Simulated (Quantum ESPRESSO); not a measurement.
Field gradients of Te3Pb4Se from the PAW reconstruction of the field gradient on a scalar-relativistic PBE ground state (a modified build of Quantum ESPRESSO, JTH datasets). The input of pw.x:

```
&CONTROL
  calculation = 'scf'
  prefix = 'x'
  pseudo_dir = './pseudo'
  outdir = './out'
  tprnfor = .true.
/
&SYSTEM
  ibrav = 0
  nat = 8
  ntyp = 3
  ecutwfc = 40
  ecutrho = 160
  occupations = 'fixed'
  nbnd = 44
/
&ELECTRONS
  conv_thr = 1e-11
/
ATOMIC_SPECIES
Se 78.971 Se.GGA_PBE-JTH.UPF
Pb 207.200 Pb.GGA_PBE-JTH.UPF
Te 127.600 Te.GGA_PBE-JTH.UPF
CELL_PARAMETERS angstrom
    6.482896302000     0.000000000000     0.000000000000
    0.000000000000     6.482896302000     0.000000000000
    0.000000000000     0.000000000000     6.482896302000
ATOMIC_POSITIONS crystal
Se     0.000000000000     0.000000000000     0.000000000000
Pb     0.500000000000     0.000000000000     0.000000000000
Te     0.000000000000     0.500000000000     0.500000000000
Pb     0.500000000000     0.500000000000     0.500000000000
Te     0.500000000000     0.000000000000     0.500000000000
Pb     0.000000000000     0.000000000000     0.500000000000
Te     0.500000000000     0.500000000000     0.000000000000
Pb     0.000000000000     0.500000000000     0.000000000000
K_POINTS automatic
4 4 4 0 0 0
```
The cell was made here from a computed Materials Project entry: one of 4 Te replaced by Se, cell and atoms relaxed (PBE without dispersion, pw.x of Quantum ESPRESSO, symmetry kept). The parent is TePb in Fm-3m. The swapped cell is a model, not a known phase. Stability against distortions was not tested.

Vzz is the sum of three terms, each taken along its main axis: the smooth valence density, the ions (nucleus and frozen core) with the augmentation charges of all other spheres, and the all-electron minus smooth density in the atom's own sphere. The split hangs on the datasets.  Cores are frozen. Pb, Te had no test against all-electron runs. Spin–orbit coupling is left out, a limit on Pb, Te.

```tsv
site	smooth valence density	ions and other spheres	own sphere	Vzz (a.u.)
Pb1 (atoms 2, 6, 8)	0.001	0.001	___	___
Te (atoms 3, 5, 7)	0.001	0.000	___	___
```

Q: What belongs in the gaps?

A: 
- Pb1 (atoms 2, 6, 8), own sphere: 1.178
- Pb1 (atoms 2, 6, 8), Vzz (a.u.): 1.180
- Te (atoms 3, 5, 7), own sphere: 0.069
- Te (atoms 3, 5, 7), Vzz (a.u.): 0.069
